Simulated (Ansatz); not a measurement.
Space group R-3m:H (No. 166). a = 4.325 Å, b = 4.325 Å, c = 31.778 Å, α = 90.00°, β = 90.00°, γ = 120.00°
```csv
atom,site,symmetry,x,y,z
Bi,6c,3m,0.6667,0.3333,0.9415
Te,6c,3m,0.3333,0.6667,0.8864
Se,3a,-3m,0.0000,0.0000,0.0000
```

Equation of state of this Bi2Te2Se structure (not necessarily the ground state), with shape and atoms relaxed at each volume where symmetry leaves them free. All numbers below come from DFT r2SCAN, scalar-relativistic, plane waves, PAW (Ansatz 0.2.0).

Settings: cutoff 500 eV, Γ-centred mesh 6×6×6 on the computed 5-atom cell, Gaussian smearing of 0.02 eV; no spin polarisation.

```tsv
V (Å³/atom)	E − E(largest V) (meV/atom)	P (GPa)	gap on mesh (eV)
30.202	40.31	4.76	0.28
31.232	15.64	2.99	0.36
32.261	0.97	1.65	0.48
33.291	-6.22	0.68	0.61
34.321	-8.24	0.00	0.73
35.350	-6.96	-0.37	0.87
36.380	-4.15	-0.49	0.98
37.753	0.00	-0.45	1.06
```

Question: Fit a third-order Birch–Murnaghan equation to E(V).

Answer: V0 = 34.39 Å³/atom, B0 = 15 GPa, B0' = 17.0. B0' is unusual or poorly fixed by this range. Weakly bound parts are held here without a dispersion correction, so V0, B0 and B0' are rough as values of the real crystal.

Spin-orbit coupling is left out, which matters for the bands of heavy elements. The cell holds layers, and r2SCAN describes their binding at middle range but leaves out its long-range dispersion part.

The gaps are read on the mesh, which can miss the band edges, so they can be too wide.

Cost: 8 runs of about 27 core-minutes in all, on Intel Xeon Processor @ 2.70GHz (shared hosts).